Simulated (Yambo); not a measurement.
RPA spectrum of SrTiO₃ (cubic perovskite, space group Pm-3m, No. 221) on PBEsol bands in Yambo (10×10×10 mesh, 54 bands, 3 Ry local-field block, 0.2 eV broadening; field along x). CGrdSpXd merges neighbouring transition energies to save time; the report line [X-CG] gives the poles kept by one of the 4 MPI tasks, and where the merging fails may depend on that split.

```tsv
CGrdSpXd asked (%)	share reached (%)	poles used (one task)	static ε	largest change of Im ε (% of its maximum)	rough time
100	100	7590	6.16	0.0	1
70	69	5307	6.16	0.0	within a factor of two
30	29	2230	6.16	0.4	about 1/2
15	0	60	6.27	17	about 1/3
5	0	60	6.27	17	about 1/2
```

All runs end normally. In the runs at 15 %, 5 % few poles are left or the spectrum changes by over a quarter of its peak, and no warning says so. Times are rough ratios from shared machines. The k mesh wasn't tested; the rows compare only with each other.

Geometry of the Materials Project entry, not relaxed at this level; primitive cell a = 3.913 Å, b = 3.913 Å, c = 3.913 Å, α = 90.00°, β = 90.00°, γ = 90.00°.
